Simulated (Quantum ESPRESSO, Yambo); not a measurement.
Quasiparticle gap of AlN at +2 % isotropic strain

Space group P6₃mc (No. 186); a = b = 3.175 Å, c = 5.082 Å, α = β = 90.00°, γ = 120.00°

```json
[
 {"atom": "N", "site": "2b", "symmetry": "3m.", "x": "0.3333", "y": "0.6667", "z": "0.3809"},
 {"atom": "Al", "site": "2b", "symmetry": "3m.", "x": "0.6667", "y": "0.3333", "z": "0.4991"}
]
```

The PBEsol cell relaxed from Materials Project entry mp-661 was given an isotropic strain of +2 % on all lattice vectors, and the atoms were relaxed again.

Starting point: PBEsol (pw.x of Quantum ESPRESSO, ONCV potentials, scalar-relativistic). G0W0 in Yambo: 6×6×4 Γ-centred k mesh, 77 bands and a 8 Ry block in the screening, 77 bands in G with the Bruneval-Gonze terminator, plasmon pole fitted at 27.2 eV.

```yaml
PBEsol gap along the band path: 3.60 eV
PBEsol gap between the mesh's edge points (Γ → Γ): 3.60 eV
G0W0 gap between the same points: 4.98 eV
```

| k point | band | E PBEsol (eV) | E QP (eV) | shift (eV) | Z |
|---|---|---|---|---|---|
| Γ | VB | 0.00 | -0.75 | -0.75 | 0.79 |
| Γ | CB | 3.60 | 4.23 | 0.64 | 0.82 |
| A | VB | -0.53 | -1.35 | -0.82 | 0.79 |
| A | CB | 5.86 | 6.67 | 0.81 | 0.81 |
| H | VB | -0.79 | -1.67 | -0.88 | 0.79 |
| H | CB | 7.09 | 7.97 | 0.87 | 0.81 |

Energies count from the PBEsol valence-band maximum.

Convergence of the G0W0 settings was not tested.
